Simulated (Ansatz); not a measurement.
Input:

BaNbHO$_{2}$:
```yaml
crystal:
  lattice:
    - [4.10610, 0.00000, 0.00000]
    - [0.00000, 4.10610, 0.00000]
    - [0.00000, 0.00000, 3.91528]
  atoms:
    - { symbol: Ba, position: [0.50000, 0.50000, 0.50000] }
    - { symbol: Nb, position: [0.00000, 0.00000, 0.00000] }
    - { symbol: O, position: [0.50000, 0.00000, 0.00000] }
    - { symbol: O, position: [0.00000, 0.50000, 0.00000] }
    - { symbol: H, position: [0.00000, 0.00000, 0.50000] }
```

This is the PBEsol-relaxed structure.

### Question
All from plane-wave PAW PBEsol (Ansatz code), unless another level is named. Estimate the formation energy from the elements (no fitted shifts).

### Answer
-1971 meV/atom.

### Question
What about the density of states at the Fermi level?

### Answer
0.31 states/eV per atom (mean over ±0.08 eV).

### Question
Give the gap with spin–orbit coupling.

### Answer
none (metallic).

Space group P4/mmm. The start of the workflow was typed in or built on a structure type; neither database checked (COD, Materials Project) lists it. Whether it is the stable phase at ambient conditions was not checked. The PBEsol relaxation kept the symmetry of its start; its stability against distortions is not shown here. The workflow began spin-polarised and lost its moments. The references are the lowest solids computed at this level, not always the standard phases (solids in place of the gases). Scalar-relativistic: spin–orbit coupling is off unless named, which matters more the heavier the elements.

Potentials: the earlier of the program's two PAW sets. The files were generated under PBE; for other functionals the program regenerates the frozen cores, and for LDA and PBEsol the local potential too.
